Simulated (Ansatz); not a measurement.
Q: S (α-S8, space group No. 70) is relaxed with the program Ansatz at the LDA level (PAW). What lattice parameters of the conventional cell result?

A: a = 9.967 Å, b = 12.258 Å, c = 23.551 Å.

Q: Give the free coordinates with the occupied sites.

A: In one choice of origin and axes:

```csv
atom,site,symmetry,x,y,z
S,32h,1,0.0197,0.4180,0.0710
S,32h,1,0.3254,0.1121,0.1262
S,32h,1,0.0937,0.1639,0.2983
S,32h,1,0.0930,0.0362,0.2421
```

Q: Is it a metal or does it have a gap at this level?

A: A gap of 1.60 eV, indirect.

Space group Fddd (α-S8). Symmetry was held in the LDA relaxation. A crystal of weakly bound molecules computed without a dispersion correction: the cell and the soft elastic constants depend strongly on that.

Potentials: the earlier of the program's two PAW sets.
